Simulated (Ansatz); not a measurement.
# Ni: converged, but where?

We look at Ni: an experimental structure (space group Fm-3m, primitive cell doubled), with 2 atoms per cell. Source: COD entry 4320492; it may be a high-temperature, high-pressure or metastable form.

Method: DFT, r2SCAN, PAW, plane waves, scalar-relativistic in Ansatz development build ahead of 0.2.0.

```yaml
crystal:
  lattice:
    - [0.0, 1.76458, 1.76458]
    - [3.52916, 0.0, 3.52916]
    - [1.76458, 1.76458, 0.0]
  atoms:
    - { symbol: Ni, position: [0.0, 0.0, 0.0], spin: 2.0 }
    - { symbol: Ni, position: [0.0, 0.5, 0.0], spin: -2.0 }
magnetization:
  spin_polarized: true
hamiltonian:
  xc: r2scan
  pseudopotentials: { kind: paw }
basis:
  ecutwfc: 500
kpoints:
  mp_grid: { grid: [12, 6, 12] }
scf:
  occupations: { method: fermi_dirac, width: 0.1 }
  lower_state_search: "off"
output:
  forces: true
  stress: true
```

It took 6.8 s on 2 threads of Arm Neoverse V2 (shared host), peak memory 0.43 GiB.

The end of the output:

```
SCF converged after 17 iterations
Magnetization: 0.0000 μB (18.0000 up, 18.0000 down)
Absolute magnetization: 1.0311 μB (∫|ρ↑−ρ↓|, with the PAW one-centre terms)
Spin contamination: 0.3872 ħ² per cell (⟨S²⟩ above its minimum at these occupations)
Per-site moments (μB) at R_I (Å): [(0.4931, 1.0293), (-0.4931, 1.0293)]
Free energy (F): -11690.421600 eV
Harris-Foulkes:  -11690.421600 eV  (|F-HF|=6.08e-10)
Internal energy: -11690.311692 eV  (E = F + TS)
E sigma→0 (E₀):  -11690.366646 eV
Entropy (-TS):   -0.109909 eV (-54.954 meV/atom)
Fermi energy:    17.625617 eV
--- Forces (eV/Å), atoms counted from 1 ---
  atom   1  Ni    -0.00000000     0.00000000    -0.00000000
  atom   2  Ni     0.00000000     0.00000000     0.00000000
--- Stress (GPa, compression-positive) ---
       -9.446698      -0.733695       0.733695
       -0.733695      -9.446698      -0.733695
        0.733695      -0.733695      -9.446698
  P = ⅓ Tr σ = -9.4467 GPa (-94.467 kbar)
```

r2SCAN tends to overstate moments and magnetic energies in itinerant metals.

Site moments are taken inside atomic spheres and don't add up to the total.

Has the SCF ended in the lowest solution? If not, by how much is it too high?

No. A state 89.6 meV/atom (0.179 eV per cell) lower exists in this cell: ferromagnetic, site moments Ni1 0.82, Ni2 0.82 μB, total 1.49 μB per cell, no gap on the k-mesh. It was reached from: parallel moments, default search for lower states [Ni1 2.00, Ni2 2.00 μB]; a moment on one site alone, plain SCF [Ni2 2.00 μB]. The wrong state matters: the pressure is -8.5 GPa there against -9.4 GPa here. This multiple of the primitive cell fits some opposed orders; other multiples fit others. “Lowest” means lowest among the runs made in this cell.
